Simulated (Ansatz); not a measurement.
TiFe:
```
CELL_PARAMETERS angstrom
      2.91638     0.00000     0.00000
      0.00000     2.91638     0.00000
      0.00000     0.00000     2.91638
ATOMIC_POSITIONS crystal
  Ti 0.00000 0.00000 0.00000
  Fe 0.50000 0.50000 0.50000
```

Relaxed with PBEsol. Special points in fractions of this cell's reciprocal vectors: Γ (0.000, 0.000, 0.000); X (0.000, 0.500, 0.000); M (0.500, 0.500, 0.000); R (0.500, 0.500, 0.500).

Task: List the band energies nearest the Fermi level at these points for DFT-PBEsol in the program Ansatz with PAW potentials.

Result: In eV from the Fermi level; about four levels below and three above (degenerate sets whole), none deeper than 8.9 eV; points with the same levels are listed once.

```
k                                below                     above
-  -----------------------------------  ------------------------
Γ        -3.98 -3.98 -1.04 -1.04 -1.04  1.33 1.33 3.38 3.38 3.38
X              -1.10 -1.10 -0.74 -0.46            0.92 0.92 0.93
M              -4.46 -3.83 -2.26 -2.26       0.04 0.50 1.09 1.09
R  -2.20 -2.20 -2.20 -2.02 -2.02 -2.02       0.08 0.08 3.70 3.70
```

Space group Pm-3m (CsCl type). The first step of the workflow began from a Materials Project structure, measured or hypothetical; the Crystallography Open Database files this formula in space group No. 221, but the cells were not matched. Whether it is the stable phase at ambient conditions was not checked. Symmetry was held in the PBEsol relaxation; of distortions, only those at the zone centre were tested. The run is not spin-polarised.

Potentials: the later of the program's two PAW sets.
